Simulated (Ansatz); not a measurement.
Se (simple cubic, Pm-3m), a = b = c = 2.7846 Å, α = β = γ = 90.00°.

This is the PBEsol-relaxed structure.

### Question
All from the program Ansatz at the PBEsol level (PAW), unless another level is named. Predict the electronic character.

### Answer
metallic (no gap).

### Question
And the density of states at the Fermi level?

### Answer
0.49 states/eV per atom (mean over ±0.08 eV).

### Question
Next, the gap with spin–orbit coupling?

### Answer
none (metallic).

The first step of the workflow began from a Materials Project structure, measured or hypothetical; the Crystallography Open Database copy checked does not list it. It is not the phase usual at ambient conditions (space group No. 152). Symmetry was held in the PBEsol relaxation; whether a distortion lowers the energy is not shown. Spin–orbit coupling is left out wherever it is not named.

Potentials: the earlier of the program's two PAW sets. The files were generated under PBE; for other functionals the program regenerates the frozen cores, and for LDA and PBEsol the local potential too.
